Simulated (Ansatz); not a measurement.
# Kick test of a cell of LiGaI2

The structure comes from a generated guess, relaxed at this level; another structure or a mixture of phases may lie lower.

Computed with DFT PBE, scalar-relativistic, plane waves, PAW (Ansatz 0.2.0). Settings: cutoff 420 eV, Γ-centred mesh 6×6×6 on the computed 4-atom cell, Gaussian smearing of 0.02 eV; no spin polarisation.

The cell below (4 atoms, space group R-3m (No. 166)) is relaxed within its symmetry.

```
Li Ga I
1.0
     2.22456    1.28435    7.49567
    -2.22456    1.28435    7.49567
     0.00000   -2.56870    7.49567
Li Ga I
1 1 2
Direct
  0.50000 0.50000 0.50000
  0.00000 0.00000 0.00000
  0.75928 0.75928 0.75928
  0.24072 0.24072 0.24072
```

For the test a repeat of it with 8 atoms (edges 4.45, 7.71, 7.92 Å) was strained at random (σ = 1.5 % a component), the atoms were moved at random (σ = 0.05 Å), and all was relaxed again on a coarse 4×2×4 mesh (in the run’s order of axes) with 0.10 eV smearing, with no symmetry imposed.

Spin–orbit coupling, which can matter for I, is left out.

Question: Is the structure stable against such a distortion?

Answer: It returns, within 1 meV/atom of the unmoved cell on that mesh and with the same symmetry when read at 0.1 Å (P1 at 0.01 Å, so small strains and shifts remain). So it is stable against the distortions that fit this cell and that this random move excites. Modes that don't fit the cell aren't tested.
